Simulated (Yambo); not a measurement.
Yambo run on Na$_{2}$PtH$_{4}$ (space group I4/mmm, No. 139). The wavefunctions are norm-conserving LDA (Quantum ESPRESSO, 88 Ry, without SOC) ones on a 4×4×4 mesh (20 occupied bands); a = 4.944 Å, b = 4.944 Å, c = 4.944 Å, α = 116.61°, β = 116.61°, γ = 95.97°.

Yambo input:

```
rim_cut
HF_and_locXC
RandQpts= 1000000
RandGvec= 1 Ry
EXXRLvcs= 88 Ry
VXCRLvcs= 352 Ry
% QPkrange
 1 | 1 | 20 | 21 |
 3 | 3 | 20 | 21 |
 6 | 6 | 20 | 21 |
 8 | 8 | 20 | 21 |
 12 | 12 | 20 | 21 |
 13 | 13 | 20 | 21 |
%
```

k points by index: 1 = Γ, 3 = X, 6 = N, 8 = P, 12 = (0.25, -0.25, -0.5), 13 = Z.

The o-*.hf file then holds:

```
#    K-point    Band    Eo [eV]    Ehf [eV]    Vxc [eV]    Vnlxc [eV]
#
    1    20    -0.387513    -3.796409    -11.85104    -15.25994
    1    21    6.430844    11.24025    -9.730496    -4.921093
    3    20    -0.344467    -4.253529    -17.24345    -21.15251
    3    21    3.779613    7.461327    -12.75542    -9.073711
    6    20    -0.213947    -4.421611    -18.29325    -22.50091
    6    21    4.580664    8.648217    -9.566468    -5.498915
    8    20    -0.287525    -4.335942    -17.44070    -21.48912
    8    21    2.605143    6.149025    -10.86543    -7.321548
    12    20    0.000000    -3.835348    -17.37301    -21.20836
    12    21    2.915973    6.599778    -9.240291    -5.556485
    13    20    -0.027297    -3.732276    -17.23361    -20.93859
    13    21    1.987803    5.509661    -8.458308    -4.936450
```
Exchange alone, without screening.

Geometry of the Materials Project entry, not relaxed at this level.
